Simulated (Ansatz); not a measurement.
**Property card for MnN**

MnN:
```
CELL_PARAMETERS angstrom
      0.00000     2.08378     2.08378
      2.08378     0.00000     2.08378
      2.08378     2.08378     0.00000
ATOMIC_POSITIONS crystal
  Mn 0.00000 0.00000 0.00000
  N  0.75000 0.75000 0.75000
```

Space group F-43m (No. 216), zinc blende; conventional cell a = b = c = 4.1676 Å, α = β = γ = 90.00°.

Method: LDA (plane waves, PAW; program Ansatz). Geometry: relaxed at this level of theory. Other levels are named where they apply.

**Cell and energy**

- Volume per atom: 9.05 Å³
- Density: 6.33 g/cm³
- Formation energy from the elements (no fitted shifts): -570 meV/atom

**Electronic structure**

* **Electronic character**: metallic (no gap)
* **Density of states at the Fermi level**: 0.24 states/eV per atom (mean over ±0.08 eV)

**Mechanics**

- Bulk modulus (Birch–Murnaghan fit) = 316 GPa
- Pressure derivative B′ = 4.2
- Elastic constants (relaxed ions, GPa) = C11 = 368, C12 = 290, C44 = -1.2
- Mechanical stability = marginal (the smallest eigenvalue of C is near zero)

**Phonons**

Highest zone-centre frequency: 529 cm⁻¹
Zone-centre stability: no imaginary mode at Γ

The first step of the workflow began from a Materials Project structure, measured or hypothetical; the Crystallography Open Database copy checked does not list it. Its standing as an ambient phase is unchecked. The LDA relaxation kept the symmetry of its start. No spin polarisation was allowed. As this level gives no gap, shear constants depend on the k-mesh and smearing (Fermi–Dirac, 0.1 eV here). As this level gives no gap, phonon frequencies hold no LO–TO term and depend on the k-mesh and smearing (Fermi–Dirac, 0.1 eV here). On the denser mesh and wider smearing of the elastic run this cell carries a stress of 0.5 GPa. The references are the lowest solids computed at this level, not always the standard phases (solids in place of the gases).

Potentials: the later of the program's two PAW sets.
